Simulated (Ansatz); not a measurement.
Run on V (diamond type): DFT, LDA, all-electron LAPW, scalar-relativistic (Ansatz 0.2.0).

The cell comes from a relaxation on PAW files under the same functional, begun from a prototype that needn't be the stable phase.

Command: `ansatz run input.yaml --threads 1 --pin off --max-ram 2048MiB --backend cpu --events-out ev --progress --plain --runs-dir out` It took 34 s on 1 thread of Arm Neoverse V1, on a shared host, peak memory 0.41 GiB.

```yaml
crystal:
  lattice:
    - [0.0, 2.547255523, 2.547255523]
    - [2.547255523, 0.0, 2.547255523]
    - [2.547255523, 2.547255523, 0.0]
  atoms:
    - { symbol: V, position: [-0.125, -0.125, -0.125] }
    - { symbol: V, position: [0.125, 0.125, 0.125] }
kpoints:
  mp_grid: { grid: [13, 13, 13] }
  band_path:
    path:
      - [0.0, 0.0, 0.0]
      - [0.5, 0.0, 0.5]
      - [0.625, 0.25, 0.625]
      - [0.375, 0.375, 0.75]
      - [0.0, 0.0, 0.0]
      - [0.5, 0.5, 0.5]
      - [0.5, 0.25, 0.75]
      - [0.5, 0.0, 0.5]
    npoints: 14
scf:
  occupations: { method: fermi_dirac, width: 0.05 }
hamiltonian:
  xc: lda
  pseudopotentials: { kind: all_electron, lapw: { basis_error: 0.001 } }
output:
  forces: true
  stress: true
  eigenvalues: true
  populations: true
  dos: { projected: true, de: 0.2, e_range: [-14, 8] }
```

Output:

```
V: projections on atomic orbitals take those of the free atom 1s2 2s2 2p6 3s2 3p6 3d3 4s2, of charge +0.00 (hamiltonian.pseudopotentials.projection_atoms)
LAPW: plane waves up to 9.939 Å⁻¹, error target 1.0e-3 eV per atom; small_component_spin mean_spin; V in spheres of 1.103 Å, 19 of its electrons in bands, Dirac shells [] (how accurate: hamiltonian.pseudopotentials.lapw.basis_error, Limitations)
Engine: ansatz 0.2.0
Pseudopotentials: kind: all_electron
Pseudopotential: V, LAPW, valence charge 19, lapw/all_electron/scalar/gaussian/V, Koelling and Harmon's equation, gaussian nucleus
Functional definition: SPW92
  exchange = slater_x
  correlation = pw_c
Crystal: 2 atoms, lattice volume = 33.056 Å³
Basis set: ecut = 376.3584597569243 eV, 537 PW (Γ), exchange–correlation at level 2
Bands: 23, of which v1, the nominal top of the filled ones, is band 19 counted from 1 (18 counted from 0)
Symmetry: 48 space group operations
Space group: Fd-3m (ITA 227), of the structure as read, at distance tolerance 3.2e-5 Å
k-points: 84 of 2197
Non-local potential: V, projectors of the file, none
Initial density: superposition of atomic densities (chi_scale 0.1, normalization cell)
Initial wavefunctions: plane waves of lowest kinetic energy (no species holds an atomic orbital)
Functional: x = slater, c = lda
iter 1 solved again at ethr=2.41e-3 eV; its pass at ethr=1.00e-1 eV (dr2=9.16e-1 eV) is discarded
SCF iter   1: F=—  HF=-51556.008480 eV  |F-HF|=—  |Δ(HF+E_count)|=         —  Δρ=4.33e-2  dr2=9.17e-1  ethr=2.41e-3  ⟨swp⟩=2.0  Hψ=12600  notcnv=0
preconditioner: auto → Kerker (q_TF=auto, 2.792 Å⁻¹)  [metal: Δε(μ)=0.012 eV  Ē_g=2.766 eV  σ=0.050 eV  W_gap=0.06  n_scr=14 (ndim 8)  ℏωp=20.4 eV  f_vac=0.000  D(μ)=3.63/eV (n_scr^D=58)]
SCF iter   2: F=—  HF=-51555.769184 eV  |F-HF|=—  |Δ(HF+E_count)|=   2.39e-1  Δρ=2.38e-2  dr2=2.87e-1  ethr=2.41e-3  ⟨swp⟩=2.0  Hψ=6219  notcnv=0
SCF iter   3: F=—  HF=-51555.703012 eV  |F-HF|=—  |Δ(HF+E_count)|=   6.62e-2  Δρ=1.50e-2  dr2=1.35e-1  ethr=7.55e-4  ⟨swp⟩=2.0  Hψ=5877  notcnv=0
iter 4 solved again at ethr=9.40e-6 eV; its pass at ethr=3.56e-4 eV (dr2=3.57e-3 eV) is discarded
SCF iter   4: F=—  HF=-51555.658579 eV  |F-HF|=—  |Δ(HF+E_count)|=   4.44e-2  Δρ=3.52e-3  dr2=3.57e-3  ethr=9.40e-6  ⟨swp⟩=2.0  Hψ=10558  notcnv=0
SCF iter   5: F=—  HF=-51555.656802 eV  |F-HF|=—  |Δ(HF+E_count)|=   1.78e-3  Δρ=1.10e-3  dr2=3.48e-4  ethr=9.39e-6  ⟨swp⟩=2.0  Hψ=6044  notcnv=0
SCF iter   6: F=—  HF=-51555.656837 eV  |F-HF|=—  |Δ(HF+E_count)|=   3.45e-5  Δρ=2.54e-4  dr2=2.40e-5  ethr=9.15e-7  ⟨swp⟩=2.0  Hψ=6044  notcnv=0
SCF iter   7: F=—  HF=-51555.656831 eV  |F-HF|=—  |Δ(HF+E_count)|=   5.46e-6  Δρ=2.98e-5  dr2=2.17e-7  ethr=6.32e-8  ⟨swp⟩=3.0  Hψ=6376  notcnv=0
SCF iter   8: F=-51555.656831 eV  HF=-51555.656831 eV  |F-HF|=2.20e-8  |Δ(HF+E_count)|=   1.02e-7  Δρ=9.69e-6  dr2=2.86e-8  ethr=5.72e-10  ⟨swp⟩=3.0  Hψ=6167  notcnv=0
SCF 1 converged in 8 iterations: F = -51555.656831 eV  dr2 = 2.86e-8
NSCF: frozen V_eff on 99 k-points
SCF converged after 8 iterations
Free energy (F): -51555.656831 eV
Harris-Foulkes:  -51555.656831 eV  (|F-HF|=2.20e-8)
Internal energy: -51555.626768 eV  (E = F + TS)
E sigma→0 (E₀):  -51555.641800 eV
Entropy (-TS):   -0.030063 eV (-15.031 meV/atom)
Fermi energy:    13.102584 eV
--- Per-component energies (eV) ---
  E_band       = -6154.740065
  E_kinetic    = 52076.629553
  E_xc         = -2369.334069
  E_electrostatic = -101262.922252  (all electrons and nuclei)
  E_smearing   = -0.030063  (= −TS)
  E_closure    = 0.000000  (closes the sum)
  E_atoms      = -51541.581407  (free atoms, spherical and without spin; not in F)
  Σ components = -51555.656831   (vs F -51555.656831, Δ=0.00e0)
  Basis errors (estimates in eV, not in F): energy 4.1e-4 per atom: plane waves 3.9e-4 (2.3e-4 summed), levels above the bands 1.7e-27, relativity 1.8e-8, radial functions 2.5e-5, core shells 1.0e-6; eigenvalues (radial functions only) 8.4e-7; not estimated: angular momenta, meshes, grids; target (lapw.basis_error) 1.0e-3; muffin-tin radii V 1.103 Å
--- Forces (eV/Å), atoms counted from 1 ---
  atom   1  V     -0.00000000    -0.00000000     0.00000000
  atom   2  V      0.00000000    -0.00000000     0.00000000
  max |Σ_I F_I| component: 1.85e-16 eV/Å
--- Stress (GPa, compression-positive) ---
       -0.020809       0.000000      -0.000000
        0.000000      -0.020809      -0.000000
       -0.000000      -0.000000      -0.020809
  P = ⅓ Tr σ = -0.0208 GPa (-0.208 kbar)
--- Band table (eV; the first three rows and the last of 84) ---
  k-point 0: bands = ["-482.2086", "-482.2086", "-482.2086", "-482.2086", "-482.2086", "-482.2086", "-50.0374", "-49.1012", "-24.4404", "-24.4404", "-24.4404", "-23.2933", "-23.2933", "-23.2933", "7.5695", "11.6873", "11.6873", "12.4685", "12.4685", "12.4685", "14.7729", "14.7729", "14.7729"]
  k-point 1: bands = ["-482.2086", "-482.2086", "-482.2086", "-482.2086", "-482.2086", "-482.2086", "-50.0276", "-49.1117", "-24.4500", "-24.4500", "-24.4416", "-23.2930", "-23.2832", "-23.2832", "7.6899", "11.6221", "11.6221", "12.4717", "12.5782", "12.5782", "14.6486", "14.7560", "14.7560"]
  k-point 2: bands = ["-482.2086", "-482.2086", "-482.2086", "-482.2086", "-482.2086", "-482.2086", "-49.9991", "-49.1422", "-24.4759", "-24.4759", "-24.4455", "-23.2916", "-23.2560", "-23.2560", "8.0407", "11.5192", "11.5192", "12.4953", "12.7808", "12.7808", "14.2943", "14.7422", "14.7422"]
  k-point 83: bands = ["-482.2086", "-482.2086", "-482.2086", "-482.2086", "-482.2086", "-482.2086", "-49.6196", "-49.5353", "-24.7610", "-24.7333", "-23.9407", "-23.7890", "-22.9980", "-22.9757", "10.3635", "10.4605", "12.7490", "12.9653", "13.4584", "13.5577", "13.8932", "14.1171", "17.2261"]
--- Löwdin populations: 2 sites ---
  site symbol       q [e]
     0      V     22.9421
     1      V     22.9421
  spilling = 0.002518 (of n_electrons = 46.000000)
```

populations.tsv:

```
# site	symbol	l	j	q
# orbitals = lowdin
# n_electrons = 46.000000
# spilling = 0.002518
# projection_atom_V: 1s2 2s2 2p6 3s2 3p6 3d3 4s2
0	V	0_1S	-	1.999958
0	V	0_2S	-	1.997757
0	V	0_3S	-	1.950803
0	V	0_4S	-	0.803204
0	V	1_2P	-	5.999919
0	V	1_3P	-	5.964446
0	V	2_3D	-	4.225994
1	V	0_1S	-	1.999958
1	V	0_2S	-	1.997757
1	V	0_3S	-	1.950803
1	V	0_4S	-	0.803204
1	V	1_2P	-	5.999919
1	V	1_3P	-	5.964446
1	V	2_3D	-	4.225994
```

Next run (volume at 0.92 of the series' base cell), as changes to the input before:

```diff
   lattice:
-    - [0.0, 2.547255523, 2.547255523]
-    - [2.547255523, 0.0, 2.547255523]
-    - [2.547255523, 2.547255523, 0.0]
+    - [0.0, 2.4774322592, 2.4774322592]
+    - [2.4774322592, 0.0, 2.4774322592]
+    - [2.4774322592, 2.4774322592, 0.0]
   atoms:
   mp_grid: { grid: [13, 13, 13] }
-  band_path:
-    path:
-      - [0.0, 0.0, 0.0]
-      - [0.5, 0.0, 0.5]
-      - [0.625, 0.25, 0.625]
-      - [0.375, 0.375, 0.75]
-      - [0.0, 0.0, 0.0]
-      - [0.5, 0.5, 0.5]
-      - [0.5, 0.25, 0.75]
-      - [0.5, 0.0, 0.5]
-    npoints: 14
 scf:
   populations: true
-  dos: { projected: true, de: 0.2, e_range: [-14, 8] }
```

Command: `ansatz run input.yaml --threads 1 --pin off --max-ram 2048MiB --backend cpu --events-out ev --progress --plain --runs-dir out` It took 27 s on 1 thread of Arm Neoverse V1 (shared host), peak memory 0.42 GiB.

Results part of the output:

```
SCF 1 converged in 8 iterations: F = -51555.593309 eV  dr2 = 2.02e-8
SCF converged after 8 iterations
Free energy (F): -51555.593309 eV
Harris-Foulkes:  -51555.593309 eV  (|F-HF|=1.01e-9)
Internal energy: -51555.563537 eV  (E = F + TS)
E sigma→0 (E₀):  -51555.578423 eV
Entropy (-TS):   -0.029772 eV (-14.886 meV/atom)
Fermi energy:    14.574927 eV
--- Per-component energies (eV) ---
  E_band       = -8414.470809
  E_kinetic    = 52081.009508
  E_xc         = -2371.572802
  E_electrostatic = -101265.000243  (all electrons and nuclei)
  E_smearing   = -0.029772  (= −TS)
  E_closure    = 0.000000  (closes the sum)
  E_atoms      = -51541.581407  (free atoms, spherical and without spin; not in F)
  Σ components = -51555.593309   (vs F -51555.593309, Δ=0.00e0)
  Basis errors (estimates in eV, not in F): energy 4.2e-4 per atom: plane waves 3.9e-4 (2.3e-4 summed), levels above the bands 9.9e-38, relativity 2.2e-8, radial functions 3.3e-5, core shells 2.9e-14; eigenvalues (radial functions only) 5.4e-7; not estimated: angular momenta, meshes, grids; target (lapw.basis_error) 1.0e-3; muffin-tin radii V 1.073 Å
--- Forces (eV/Å), atoms counted from 1 ---
  atom   1  V      0.00000000     0.00000000     0.00000000
  atom   2  V      0.00000000     0.00000000     0.00000000
  max |Σ_I F_I| component: 1.48e-16 eV/Å
--- Stress (GPa, compression-positive) ---
        8.033030       0.000000       0.000000
        0.000000       8.033030       0.000000
        0.000000       0.000000       8.033030
  P = ⅓ Tr σ = 8.0330 GPa (80.330 kbar)
--- Band table (eV; the first three rows and the last of 84) ---
  k-point 0: bands = ["-578.8591", "-578.8591", "-480.6088", "-480.6088", "-480.6088", "-480.6088", "-480.6088", "-480.6088", "-48.6804", "-47.4684", "-23.0946", "-23.0946", "-23.0946", "-21.7048", "-21.7048", "-21.7048", "8.8110", "12.8873", "12.8873", "13.8556", "13.8556", "13.8556", "16.3601", "16.3601", "16.3601", "19.1686"]
  k-point 1: bands = ["-578.8591", "-578.8591", "-480.6088", "-480.6088", "-480.6088", "-480.6088", "-480.6088", "-480.6088", "-48.6678", "-47.4822", "-23.1068", "-23.1068", "-23.0967", "-21.7034", "-21.6919", "-21.6919", "8.9396", "12.8192", "12.8192", "13.8578", "13.9730", "13.9730", "16.2230", "16.3393", "16.3393", "19.1627"]
  k-point 2: bands = ["-578.8591", "-578.8591", "-480.6088", "-480.6088", "-480.6088", "-480.6088", "-480.6088", "-480.6088", "-48.6312", "-47.5221", "-23.1392", "-23.1392", "-23.1030", "-21.6987", "-21.6573", "-21.6573", "9.3124", "12.7080", "12.7080", "13.8824", "14.1928", "14.1928", "15.8332", "16.3193", "16.3193", "19.1391"]
  k-point 83: bands = ["-578.8591", "-578.8591", "-480.6088", "-480.6088", "-480.6088", "-480.6088", "-480.6088", "-480.6088", "-48.1428", "-48.0337", "-23.4976", "-23.4622", "-22.4835", "-22.2975", "-21.3294", "-21.3014", "11.4241", "11.5292", "14.1016", "14.4365", "14.9474", "15.1224", "15.5199", "15.6806", "19.0453", "19.1003"]
--- Löwdin populations: 2 sites ---
  site symbol       q [e]
     0      V     22.9459
     1      V     22.9459
  spilling = 0.002352 (of n_electrons = 46.000000)
```

Next run (volume at 0.84 of the series' base cell), as changes to the input before:

```diff
   lattice:
-    - [0.0, 2.4774322592, 2.4774322592]
-    - [2.4774322592, 0.0, 2.4774322592]
-    - [2.4774322592, 2.4774322592, 0.0]
+    - [0.0, 2.4034344094, 2.4034344094]
+    - [2.4034344094, 0.0, 2.4034344094]
+    - [2.4034344094, 2.4034344094, 0.0]
   atoms:
```

Command: `ansatz run input.yaml --threads 1 --pin off --max-ram 2048MiB --backend cpu --events-out ev --progress --plain --runs-dir out` It took 27 s on 1 thread of Arm Neoverse V1 (shared host), peak memory 0.42 GiB.

Results part of the output:

```
SCF 1 converged in 8 iterations: F = -51555.370033 eV  dr2 = 1.59e-8
SCF converged after 8 iterations
Free energy (F): -51555.370033 eV
Harris-Foulkes:  -51555.370033 eV  (|F-HF|=8.29e-9)
Internal energy: -51555.341685 eV  (E = F + TS)
E sigma→0 (E₀):  -51555.355859 eV
Entropy (-TS):   -0.028348 eV (-14.174 meV/atom)
Fermi energy:    16.327495 eV
--- Per-component energies (eV) ---
  E_band       = -8341.843377
  E_kinetic    = 52086.399955
  E_xc         = -2374.237377
  E_electrostatic = -101267.504264  (all electrons and nuclei)
  E_smearing   = -0.028348  (= −TS)
  E_closure    = 0.000000  (closes the sum)
  E_atoms      = -51541.581407  (free atoms, spherical and without spin; not in F)
  Σ components = -51555.370033   (vs F -51555.370033, Δ=0.00e0)
  Basis errors (estimates in eV, not in F): energy 4.2e-4 per atom: plane waves 3.9e-4 (2.3e-4 summed), levels above the bands 9.0e-41, relativity 2.7e-8, radial functions 2.8e-5, core shells 2.5e-14; eigenvalues (radial functions only) 4.9e-7; not estimated: angular momenta, meshes, grids; target (lapw.basis_error) 1.0e-3; muffin-tin radii V 1.041 Å
--- Forces (eV/Å), atoms counted from 1 ---
  atom   1  V      0.00000000    -0.00000000     0.00000000
  atom   2  V      0.00000000     0.00000000    -0.00000000
  max |Σ_I F_I| component: 4.44e-16 eV/Å
--- Stress (GPa, compression-positive) ---
       19.962087      -0.000000       0.000000
       -0.000000      19.962087      -0.000000
        0.000000      -0.000000      19.962087
  P = ⅓ Tr σ = 19.9621 GPa (199.621 kbar)
--- Band table (eV; the first three rows and the last of 84) ---
  k-point 0: bands = ["-576.9784", "-576.9784", "-478.7328", "-478.7328", "-478.7328", "-478.7328", "-478.7328", "-478.7328", "-47.1308", "-45.5398", "-21.5438", "-21.5438", "-21.5438", "-19.8454", "-19.8454", "-19.8454", "10.2988", "14.2877", "14.2877", "15.4929", "15.4929", "15.4929", "18.2431", "18.2431", "18.2431", "21.3268"]
  k-point 1: bands = ["-576.9784", "-576.9784", "-478.7328", "-478.7328", "-478.7328", "-478.7328", "-478.7328", "-478.7328", "-47.1144", "-45.5582", "-21.5592", "-21.5592", "-21.5470", "-19.8420", "-19.8286", "-19.8286", "10.4370", "14.2155", "14.2155", "15.4935", "15.6201", "15.6201", "18.0910", "18.2168", "18.2168", "21.3202"]
  k-point 2: bands = ["-576.9784", "-576.9784", "-478.7328", "-478.7328", "-478.7328", "-478.7328", "-478.7328", "-478.7328", "-47.0671", "-45.6114", "-21.6004", "-21.6004", "-21.5566", "-19.8317", "-19.7838", "-19.7838", "10.8342", "14.0945", "14.0945", "15.5185", "15.8604", "15.8604", "17.6592", "18.1877", "18.1877", "21.2938"]
  k-point 83: bands = ["-576.9784", "-576.9784", "-478.7328", "-478.7328", "-478.7328", "-478.7328", "-478.7328", "-478.7328", "-46.4308", "-46.2879", "-22.0558", "-22.0102", "-20.7859", "-20.5554", "-19.3604", "-19.3248", "12.6647", "12.7789", "15.6696", "16.1129", "16.7029", "16.9954", "17.4609", "17.5619", "21.1893", "21.1936"]
--- Löwdin populations: 2 sites ---
  site symbol       q [e]
     0      V     22.9493
     1      V     22.9493
  spilling = 0.002204 (of n_electrons = 46.000000)
```

Next run (volume at 0.76 of the series' base cell), as changes to the input before:

```diff
   lattice:
-    - [0.0, 2.4034344094, 2.4034344094]
-    - [2.4034344094, 0.0, 2.4034344094]
-    - [2.4034344094, 2.4034344094, 0.0]
+    - [0.0, 2.3245757878, 2.3245757878]
+    - [2.3245757878, 0.0, 2.3245757878]
+    - [2.3245757878, 2.3245757878, 0.0]
   atoms:
```

Results part of the output:

```
SCF 1 converged in 8 iterations: F = -51554.904843 eV  dr2 = 1.02e-8
SCF converged after 8 iterations
Free energy (F): -51554.904843 eV
Harris-Foulkes:  -51554.904843 eV  (|F-HF|=3.49e-9)
Internal energy: -51554.877718 eV  (E = F + TS)
E sigma→0 (E₀):  -51554.891280 eV
Entropy (-TS):   -0.027125 eV (-13.562 meV/atom)
Fermi energy:    18.471347 eV
--- Per-component energies (eV) ---
  E_band       = -8254.858975
  E_kinetic    = 52093.055972
  E_xc         = -2377.511103
  E_electrostatic = -101270.422587  (all electrons and nuclei)
  E_smearing   = -0.027125  (= −TS)
  E_closure    = 0.000000  (closes the sum)
  E_atoms      = -51541.581407  (free atoms, spherical and without spin; not in F)
  Σ components = -51554.904843   (vs F -51554.904843, Δ=0.00e0)
  Basis errors (estimates in eV, not in F): energy 4.5e-4 per atom: plane waves 4.0e-4 (2.4e-4 summed), levels above the bands 3.5e-44, relativity 3.4e-8, radial functions 4.4e-5, core shells 2.1e-14; eigenvalues (radial functions only) 2.7e-7; not estimated: angular momenta, meshes, grids; target (lapw.basis_error) 1.0e-3; muffin-tin radii V 1.007 Å
--- Forces (eV/Å), atoms counted from 1 ---
  atom   1  V      0.00000000    -0.00000000     0.00000000
  atom   2  V      0.00000000    -0.00000000    -0.00000000
  max |Σ_I F_I| component: 4.07e-16 eV/Å
--- Stress (GPa, compression-positive) ---
       37.724245       0.000000       0.000000
        0.000000      37.724245       0.000000
        0.000000       0.000000      37.724245
  P = ⅓ Tr σ = 37.7242 GPa (377.242 kbar)
--- Band table (eV; the first three rows and the last of 84) ---
  k-point 0: bands = ["-574.7148", "-574.7148", "-476.4752", "-476.4752", "-476.4752", "-476.4752", "-476.4752", "-476.4752", "-45.3237", "-43.2009", "-19.7132", "-19.7132", "-19.7132", "-17.6176", "-17.6176", "-17.6176", "12.1085", "15.9590", "15.9590", "17.4713", "17.4713", "17.4713", "20.5314", "20.5314", "20.5314", "23.9259"]
  k-point 1: bands = ["-574.7148", "-574.7148", "-476.4752", "-476.4752", "-476.4752", "-476.4752", "-476.4752", "-476.4752", "-45.3024", "-43.2261", "-19.7331", "-19.7331", "-19.7178", "-17.6110", "-17.5955", "-17.5955", "12.2576", "15.8813", "15.8813", "17.4689", "17.6110", "17.6110", "20.3606", "20.4973", "20.4973", "23.9187"]
  k-point 2: bands = ["-574.7148", "-574.7148", "-476.4752", "-476.4752", "-476.4752", "-476.4752", "-476.4752", "-476.4752", "-45.2402", "-43.2986", "-19.7860", "-19.7860", "-19.7317", "-17.5908", "-17.5364", "-17.5364", "12.6817", "15.7480", "15.7480", "17.4937", "17.8769", "17.8769", "19.8758", "20.4539", "20.4539", "23.8894"]
  k-point 83: bands = ["-574.7148", "-574.7148", "-476.4752", "-476.4752", "-476.4752", "-476.4752", "-476.4752", "-476.4752", "-44.4004", "-44.2101", "-20.3727", "-20.3128", "-18.7567", "-18.4678", "-16.9793", "-16.9332", "14.1459", "14.2716", "17.5340", "18.0838", "18.8189", "19.2463", "19.8181", "19.8883", "23.6853", "23.7717"]
--- Löwdin populations: 2 sites ---
  site symbol       q [e]
     0      V     22.9515
     1      V     22.9515
  spilling = 0.002109 (of n_electrons = 46.000000)
```

Next run (volume at 0.68 of the series' base cell), as changes to the input before:

```diff
   lattice:
-    - [0.0, 2.3245757878, 2.3245757878]
-    - [2.3245757878, 0.0, 2.3245757878]
-    - [2.3245757878, 2.3245757878, 0.0]
+    - [0.0, 2.2399697332, 2.2399697332]
+    - [2.2399697332, 0.0, 2.2399697332]
+    - [2.2399697332, 2.2399697332, 0.0]
   atoms:
```

Results part of the output:

```
SCF 1 converged in 8 iterations: F = -51554.056218 eV  dr2 = 6.64e-9
SCF converged after 8 iterations
Free energy (F): -51554.056218 eV
Harris-Foulkes:  -51554.056218 eV  (|F-HF|=2.04e-9)
Internal energy: -51554.033261 eV  (E = F + TS)
E sigma→0 (E₀):  -51554.044740 eV
Entropy (-TS):   -0.022956 eV (-11.478 meV/atom)
Fermi energy:    21.062642 eV
--- Per-component energies (eV) ---
  E_band       = -8150.462971
  E_kinetic    = 52102.627197
  E_xc         = -2381.512574
  E_electrostatic = -101275.147884  (all electrons and nuclei)
  E_smearing   = -0.022956  (= −TS)
  E_closure    = 0.000000  (closes the sum)
  E_atoms      = -51541.581407  (free atoms, spherical and without spin; not in F)
  Σ components = -51554.056218   (vs F -51554.056218, Δ=0.00e0)
  Basis errors (estimates in eV, not in F): energy 4.5e-4 per atom: plane waves 4.1e-4 (2.4e-4 summed), levels above the bands 1.8e-48, relativity 4.2e-8, radial functions 4.5e-5, core shells 4.7e-14; eigenvalues (radial functions only) 3.1e-7; not estimated: angular momenta, meshes, grids; target (lapw.basis_error) 1.0e-3; muffin-tin radii V 0.970 Å
--- Forces (eV/Å), atoms counted from 1 ---
  atom   1  V     -0.00000000    -0.00000000    -0.00000000
  atom   2  V     -0.00000000     0.00000000    -0.00000000
  max |Σ_I F_I| component: 2.22e-16 eV/Å
--- Stress (GPa, compression-positive) ---
       67.580495      -0.000000       0.000000
       -0.000000      67.580495      -0.000000
        0.000000      -0.000000      67.580495
  P = ⅓ Tr σ = 67.5805 GPa (675.805 kbar)
--- Band table (eV; the first three rows and the last of 84) ---
  k-point 0: bands = ["-571.9907", "-571.9907", "-473.7566", "-473.7566", "-473.7566", "-473.7566", "-473.7566", "-473.7566", "-43.2333", "-40.3494", "-17.5558", "-17.5558", "-17.5558", "-14.9441", "-14.9441", "-14.9441", "14.3484", "17.9644", "17.9644", "19.8765", "19.8765", "19.8765", "23.3452", "23.3452", "23.3452", "27.0771"]
  k-point 1: bands = ["-571.9907", "-571.9907", "-473.7566", "-473.7566", "-473.7566", "-473.7566", "-473.7566", "-473.7566", "-43.2050", "-40.3847", "-17.5817", "-17.5817", "-17.5619", "-14.9317", "-14.9143", "-14.9143", "14.5103", "17.8794", "17.8794", "19.8695", "20.0325", "20.0325", "23.1506", "23.2994", "23.2994", "27.0693"]
  k-point 2: bands = ["-571.9907", "-571.9907", "-473.7566", "-473.7566", "-473.7566", "-473.7566", "-473.7566", "-473.7566", "-43.1226", "-40.4864", "-17.6506", "-17.6506", "-17.5810", "-14.8944", "-14.8347", "-14.8347", "14.9636", "17.7306", "17.7306", "19.8936", "20.3308", "20.3308", "22.5980", "23.2332", "23.2332", "27.0374"]
  k-point 83: bands = ["-571.9907", "-571.9907", "-473.7566", "-473.7566", "-473.7566", "-473.7566", "-473.7566", "-473.7566", "-41.9988", "-41.7413", "-18.4168", "-18.3369", "-16.3221", "-15.9557", "-14.0860", "-14.0256", "15.9325", "16.0723", "19.7700", "20.4345", "21.3846", "21.9486", "22.6970", "22.7907", "26.6887", "26.8815"]
--- Löwdin populations: 2 sites ---
  site symbol       q [e]
     0      V     22.9532
     1      V     22.9532
  spilling = 0.002036 (of n_electrons = 46.000000)
```

The structure type is held throughout; the real material can change phase at far lower pressure.
